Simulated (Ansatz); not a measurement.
A trial cell of BeSe₄, before relaxation:

```yaml
crystal:
  lattice:
    - [3.94845, -4.20029, 0.00000]
    - [3.94845, 4.20029, 0.00000]
    - [0.00000, 0.00000, 3.51317]
  atoms:
    - { symbol: Be, position: [0.00000, 0.00000, 0.00000] }
    - { symbol: Se, position: [0.27967, 0.27967, 0.00000] }
    - { symbol: Se, position: [0.18155, 0.81845, 0.50000] }
    - { symbol: Se, position: [0.81845, 0.18155, 0.50000] }
    - { symbol: Se, position: [0.72033, 0.72033, 0.00000] }
```

All numbers below come from Ansatz, DFT PBE, scalar-relativistic, plane waves, PAW. Cutoff 420 eV, Gaussian smearing, Γ-centred meshes. Cell and atoms relax first on a coarse mesh and then on a finer one. In between, the cell is made exact in the group found at 0.06 Å. In metals the finer mesh still leaves noise of several meV/atom or more. The steps can't lower the symmetry of their start. No spin polarisation.

A guess keeps its type if space group and coordination stay and the shape of the cell changes little (axis ratios within about 15 %, angles within 6°); the volume may change.

Q: Will the relaxed cell still be of the starting type?

A: It doesn't keep its type. The symmetry stays Cmmm (No. 65). The volume per atom grows by 21.3 %, from 23.3 to 28.3 Å³. The shortest distance goes from 2.21 Å (Be–Se) to 2.19 Å (Be–Se). Counting neighbours within 15 % of an atom's shortest distance, the start has Be 6, Se 1/2 and the end Be 4, Se 1/2. In detail, at the end Be is surrounded by 4 Se at 2.19 Å; Se on a site of symmetry m2m is surrounded by 1 Se at 2.24 Å; around Se on a site of symmetry 2mm lie 2 Be at 2.19 Å and 1 Se at 2.60 Å.

```xyz
5
Lattice="3.9881 -5.0129 0.0000 3.9881 5.0129 0.0000 0.0000 0.0000 3.5351" Properties=species:S:1:pos:R:3 pbc="T T T"
Be    0.0000    0.0000    0.0000
Se    3.9881   -1.1222    0.0000
Se    1.3012    0.0000    1.7675
Se    6.6750    0.0000    1.7675
Se    3.9881    1.1222    0.0000
```

Energies over the elements count from the elements' standard structures at the same level, with no fitted energy shifts.

Q: At what energy does it end?

A: +0.18 eV/atom. It can't be a ground state, since the elements alone are lower.

The last run used a 6×6×10 mesh (in the run's order of axes) for its 5-atom cell and Gaussian smearing of 0.10 eV. Weakly bound directions are ill-defined at this level, which has no dispersion term. The cell is a metal run without spin; a magnetic state may lie lower. The reference form of Se is held partly by dispersion forces, which this level lacks. A structure relaxed within its symmetry needn't be a true minimum. Another cell of BeSe4 relaxed alike, in P-3m1, lies 67 meV/atom lower, so this cell isn't the stable form at this level.

In counts of neighbours, a slash parts the counts of unlike sites.
